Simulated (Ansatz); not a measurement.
# Is this Zr2TaGe2 structure a true minimum?

The cell was found from a structure generator's guess, not taken from experiment.

All numbers below come from DFT PBE, scalar-relativistic, plane waves, PAW in Ansatz 0.2.0. Settings: cutoff 420 eV, Γ-centred mesh 12×12×6 on the computed 5-atom cell, Gaussian smearing of 0.10 eV; no spin polarisation.

The cell below (5 atoms, space group P-3m1 (No. 164)) is relaxed within its symmetry.

```yaml
crystal:
  lattice:
    - [4.05517, 0.00000, 0.00000]
    - [-2.02758, 3.51188, 0.00000]
    - [0.00000, 0.00000, 7.20365]
  atoms:
    - { symbol: Zr, position: [0.33333, 0.66667, 0.64594] }
    - { symbol: Zr, position: [0.66667, 0.33333, 0.35406] }
    - { symbol: Ta, position: [0.00000, 0.00000, 0.00000] }
    - { symbol: Ge, position: [0.33333, 0.66667, 0.18388] }
    - { symbol: Ge, position: [0.66667, 0.33333, 0.81612] }
```

For the test a repeat of it with 10 atoms (edges 4.06, 4.06, 14.41 Å) was strained at random (σ = 1.5 % a component), the atoms were moved at random (σ = 0.15 Å), and all was relaxed again on a coarse 6×6×2 mesh (in the run’s order of axes) with 0.20 eV smearing, with no symmetry imposed.

Spin–orbit coupling, which can matter for Ta, is left out.

Question: What happens?

Answer: It returns, within 1 meV/atom of the unmoved cell on that mesh and with the same symmetry when read at 0.1 Å. So it is stable against the distortions that fit this cell and that this random move excites. Modes that don't fit the cell aren't tested.
